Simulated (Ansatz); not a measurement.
## Kick test of a cell of Al5GaAs6

The cell was found from a structure generator's guess, not taken from experiment.

These are results of DFT PBE, scalar-relativistic, plane waves, PAW in Ansatz 0.2.0, not measurements. Settings: cutoff 420 eV, Γ-centred mesh 8×8×2 on the computed 12-atom cell, Gaussian smearing of 0.02 eV; no spin polarisation.

The cell below (12 atoms, space group P-4m2 (No. 115)) is relaxed within its symmetry.

```cif
data_structure
_symmetry_space_group_name_H-M 'P 1'
_symmetry_Int_Tables_number 1
_cell_length_a 4.0541
_cell_length_b 4.0541
_cell_length_c 17.1817
_cell_angle_alpha 90.000
_cell_angle_beta 90.000
_cell_angle_gamma 90.000
_cell_volume 282.40
loop_
_atom_site_label
_atom_site_type_symbol
_atom_site_fract_x
_atom_site_fract_y
_atom_site_fract_z
_atom_site_occupancy
Al1 Al 0.00000 0.00000 0.66689 1
Al2 Al 0.50000 0.50000 0.83346 1
Al3 Al 0.00000 0.00000 0.00000 1
Al4 Al 0.50000 0.50000 0.16654 1
Al5 Al 0.00000 0.00000 0.33311 1
Ga1 Ga 0.50000 0.50000 0.50000 1
As1 As 0.50000 0.00000 0.91673 1
As2 As 0.00000 0.50000 0.08327 1
As3 As 0.50000 0.00000 0.24983 1
As4 As 0.00000 0.50000 0.41605 1
As5 As 0.50000 0.00000 0.58395 1
As6 As 0.00000 0.50000 0.75017 1
```

For the test it was strained at random (σ = 1.5 % a component), the atoms were moved at random (σ = 0.15 Å), and all was relaxed again on a coarse 4×4×1 mesh (in the run’s order of axes) with 0.10 eV smearing, with no symmetry imposed.

Question: Does it come back?

Answer: It returns, within 1 meV/atom of the unmoved cell on that mesh and with the same symmetry when read at 0.1 Å. No instability shows in this cell; modes of other wave vectors, which need another repeat, aren't tested.
